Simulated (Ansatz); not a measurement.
# Structures of Ti$_{3}$Al$_{5}$: which is lowest?

Plane-wave DFT in Ansatz with scalar-relativistic PAW potentials, cutoff 420 eV, Γ-centred meshes chosen by cell and gap, Gaussian smearing with energies taken to zero width. Every cell was relaxed (cell and atoms) in a run of its own, within the symmetry of its start. Functional: LDA.

Relaxed structures (starts from databases or built by putting these elements on another compound's sites):
A. P4/mmm, 8 atoms in the computed cell, a = 3.844 Å, c = 8.223 Å; sites (symmetry × multiplicity) Ti 4/mmm × 1 + 4/mmm × 1 + 4/mmm × 1, Al 2mm. × 4 + 4/mmm × 1; start: database
B. Pmmm, 8 atoms in the computed cell, a = 3.848 Å, b = 3.961 Å, c = 7.979 Å; sites (symmetry × multiplicity) Ti mm2 × 2 + mmm × 1, Al mm2 × 2 + mmm × 1 + mmm × 1 + mmm × 1; start: database

Question: Rank them by energy. Could pressure change the order?

Answer:
| structure | group | E − E(lowest) (meV/atom) | V (Å³/atom) | gap on mesh (eV) |
| --- | --- | --- | --- | --- |
| B | Pmmm | 0.0 | 15.20 | 0.00 |
| A | P4/mmm | 11.8 | 15.19 | 0.00 |

B is lowest, 12 meV/atom under A. The two lowest differ in volume by under 3 %, too little for a first-order estimate of what pressure does to that pair (other pairs aren't weighed here); with rigid cells even 3 % in favour of the higher one would need about 4 GPa. Other structures may lie lower than all of these, and vibrations aren't counted.